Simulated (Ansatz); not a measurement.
A relaxed cell of K3Pb is given with its symmetry left out. The cell was found from a structure generator's guess, not taken from experiment.

Computed with Ansatz, DFT PBE, scalar-relativistic, plane waves, PAW. Cutoff 420 eV, Γ-centred mesh, Gaussian smearing, no spin polarisation.

```cif
data_structure
_symmetry_space_group_name_H-M 'P 1'
_symmetry_Int_Tables_number 1
_cell_length_a 6.3944
_cell_length_b 6.3944
_cell_length_c 6.3944
_cell_angle_alpha 60.000
_cell_angle_beta 60.000
_cell_angle_gamma 60.000
_cell_volume 184.88
loop_
_atom_site_label
_atom_site_type_symbol
_atom_site_fract_x
_atom_site_fract_y
_atom_site_fract_z
_atom_site_occupancy
K1 K 0.25000 0.25000 0.25000 1
K2 K 0.50000 0.50000 0.50000 1
K3 K 0.75000 0.75000 0.75000 1
Pb1 Pb 0.00000 0.00000 0.00000 1
```

Energies over the elements count from the elements' standard structures at the same level, with no fitted energy shifts.

(1) Find its symmetry and describe it.

(2) How far does it lie from the elements in energy?

(3) Is it a metal?

Results:

(1) Fm-3m (No. 225), the BiF3 (D0_3) type. Conventional cell: a = 9.043 Å. K on a site of symmetry -43m has 4 K at 3.92 Å, 4 Pb at 3.92 Å and 6 K at 4.52 Å; K on a site of symmetry m-3m is surrounded by 8 K at 3.92 Å and 6 Pb at 4.52 Å; around Pb lie 8 K at 3.92 Å and 6 K at 4.52 Å.

(2) −0.03 eV/atom. It lies below the elements, which doesn't yet make it stable against other compounds or structures.

(3) Yes, bands cross the Fermi level on the 10×10×10 mesh.

The last run used a 10×10×10 mesh for its 4-atom cell and Gaussian smearing of 0.10 eV. For metals, differences of a few meV/atom aren't resolved. These runs have no spin–orbit coupling, which can matter for Pb. The cell is a metal run without spin; a magnetic state may lie lower. Symmetry constrained the relaxation, so the result can be a saddle point.
